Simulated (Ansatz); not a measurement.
CuSi2, a known structure type with other elements, at an estimated volume

```yaml
crystal:
  lattice:
    - [2.76201, 0.00000, 0.00000]
    - [0.00000, 2.76201, 0.00000]
    - [0.00000, 0.00000, 5.69873]
  atoms:
    - { symbol: Si, position: [0.50000, 0.50000, 0.29500] }
    - { symbol: Si, position: [0.50000, 0.50000, 0.70500] }
    - { symbol: Cu, position: [0.00000, 0.00000, 0.00000] }
```

Level: PBE, no spin polarisation; 420 eV; 12×12×6 Γ-centred mesh; fermi-dirac occupations (width 0.0263 eV); Ansatz 0.2.0, fixed geometry.

Problem. Is the cell too large or too small?

Solution. The pressure is 0.6 GPa (compression positive), so with the atoms held at these fractions the cell would first expand. The principal stresses -2.0, -2.0, 5.8 GPa differ, so its shape would change too.

Problem. Is there a gap?

Solution. It is a metal, with about 1.2 states/eV a cell as the mean within 0.25 eV of the Fermi level, mostly Si p (53 %), Si s (22 %) and Cu d (13 %).

Problem. Is it stable against the elements?

Solution. 0.29 eV an atom against the elements' usual phases (free molecules for gases, crystals otherwise, with no correction for O₂ or N₂), so at this geometry it isn't bound against them. Relaxing would lower it.

Problem. How is the charge shared?

Solution. Bader charges in e: Cu +0.01, Si -0.00. In the mean Cu gives up most and Si takes most.

Problem. Which atom feels the largest force, and which way?

Solution. The largest is on Si2 (and as large on other atoms): 0.35 eV/Å, components (0.00, 0.00, 0.35). It makes 180° with the line to a nearest neighbour, Si1 at 2.34 Å, pointing away from it.

Origin: a known structure type with other elements, at an estimated volume, so it need not be a known compound.
